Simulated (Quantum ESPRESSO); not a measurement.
```cif
data_CN2O2Y2
_chemical_formula_sum 'C1 N2 O2 Y2'
_space_group_name_H-M_alt 'P 1'
_space_group_IT_number 1
_cell_length_a 3.69899
_cell_length_b 3.69899
_cell_length_c 8.16886
_cell_angle_alpha 90.000
_cell_angle_beta 90.000
_cell_angle_gamma 120.000
loop_
_space_group_symop_operation_xyz
  'x, y, z'
loop_
_atom_site_label
_atom_site_type_symbol
_atom_site_fract_x
_atom_site_fract_y
_atom_site_fract_z
_atom_site_occupancy
C1 C 0.00000 0.00000 0.00000 1
N1 N 0.00000 0.00000 0.15015 1
N2 N 0.00000 0.00000 0.84985 1
O1 O 0.33333 0.66667 0.39666 1
O2 O 0.66667 0.33333 0.60334 1
Y1 Y 0.33333 0.66667 0.67752 1
Y2 Y 0.66667 0.33333 0.32248 1
```

The geometry is that of Materials Project entry mp-546864, symmetrised and not relaxed again.

### Question
What does PBEsol (Quantum ESPRESSO, PseudoDojo norm-conserving, 84 Ry, no spin-orbit coupling) give for the electronic structure near the Fermi level?

### Answer
The PBEsol gap is 3.90 eV and nearly direct: the edges lie at 83 % of the way from K to Γ and Γ, the smallest direct gap within 0.02 eV of it. 

The structure is a Materials Project entry; no match was found in the copy of COD used, and its stability was not checked.
